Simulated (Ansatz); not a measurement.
All-electron LAPW in Ansatz 0.2.0 under PBE, scalar-relativistic, energies extrapolated to zero smearing. Slabs are 1×1 cells cut from bulk crystals relaxed on PAW files, with atoms then relaxed, 16 to 20 Å of vacuum, a dipole correction, k spacings of 0.16 to 0.26 Å⁻¹ and smearing of 0.02 to 0.1 eV, without spin–orbit coupling or spin polarisation. The bulk type named needn't be the stable one, and no reconstruction is allowed.

```csv
slab,area (Å²),γ (J/m²),Φ (eV),Δd12 (%)
"fcc Ag (110), 3 layers",12.17,0.90,4.29,-3.5
"fcc Ag (100), 5 layers",8.60,0.81,4.25,-2.2
"fcc Ag (111), 3 layers",7.45,?,?,-0.7
```

Question: Give the missing entry: row "fcc Ag (111), 3 layers", column "Φ (eV)".

Answer: 4.59.

Question: Give the missing entry: row "fcc Ag (111), 3 layers", column "γ (J/m²)".

Answer: 0.78.
